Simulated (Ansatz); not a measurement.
TiO₂ (rutile)

```yaml
crystal:
  lattice:
    - [4.59673, 0.00000, 0.00000]
    - [0.00000, 4.59673, 0.00000]
    - [0.00000, 0.00000, 2.95369]
  atoms:
    - { symbol: Ti, position: [0.00000, 0.00000, 0.00000] }
    - { symbol: Ti, position: [0.50000, 0.50000, 0.50000] }
    - { symbol: O, position: [0.30461, 0.30461, 0.00000] }
    - { symbol: O, position: [0.80461, 0.19539, 0.50000] }
    - { symbol: O, position: [0.19539, 0.80461, 0.50000] }
    - { symbol: O, position: [0.69539, 0.69539, 0.00000] }
```

The slice is a (-1 1 0) plane (indices of the conventional cell) through the point (0.000, 0.000, 0.000) (fractional), spanned by u = [001] and v = [110] in vectors of this cell: u (2.95 Å) and v (6.50 Å, at 90° to u). It covers one period; positions are fractions (u, v).

Computed with r2SCAN (plane waves to 500 eV, PAW, scalar-relativistic; Ansatz, a first-principles code). k mesh 7×7×11. These are valence fields of a PAW run, semicore shells included where kept as valence: close to a nucleus they are smooth pseudo fields. TiO2 is run without spin polarisation. TiO2 was relaxed with its symmetry unable to fall.

Around which element is the density of the highest valence band (whole band, smooth part) largest on this plane?

O. Mean over a disc round each atom, of radius 0.45 times the shortest bond: O 0.032, Ti 0.003 e/Å³.

Around which element is the density of the lowest conduction band (whole band as if filled, smooth part) largest on this plane?

Ti. Mean over a disc round each atom, of radius 0.45 times the shortest bond: Ti 0.063, O 0.009 e/Å³.

What is the valence density on the shortest Ti–O line in this plane (1.95 Å), at its midpoint?

0.74 e/Å³.

Sketch the electron localisation function (ELF) on this plane as a map.


```
|xxxx77550000000000005577xx|
|77777722000000000000227777|
|66552200000000000000002255|
|11110000000000000000000011|
|66665533110000000011335566|
|99999988441100001144889999|
|xx999999772200002277999999|
|xxxx99998833000033889999xx|
|xxxx99997711000011779999xx|
|xx889988330011110033889988|
|99998844224466664422448899|
|88774411558877778855114477|
|332200227766xxxx6677220022|
|0000003377xxxxxxxx77330000|
|332200227766xxxx6677220022|
|88774411558877778855114477|
|99998844224466664422448899|
|xx889988330011110033889988|
|xxxx99997711000011779999xx|
|xxxx99998833000033889999xx|
|xx999999772200002277999999|
|99999988441100001144889999|
|66665533110000000011335566|
|11110000000000000000000011|
|66552200000000000000002255|
|77777722000000000000227777|
|xxxx77550000000000005577xx|
|xxxx66661100000000116666xx|
```
Scale: ten equal steps from 0.03 (start of '0') to 0.83 (end of '9'), in the order '0123456789'. Values: electron localisation function (ELF). The map has 13 points along u (two characters each, u = 0 at the left) and 28 along v (v = 0 in the bottom row). Points within 0.4 Å of a nucleus are blanked (x), as the pseudised field means little there.
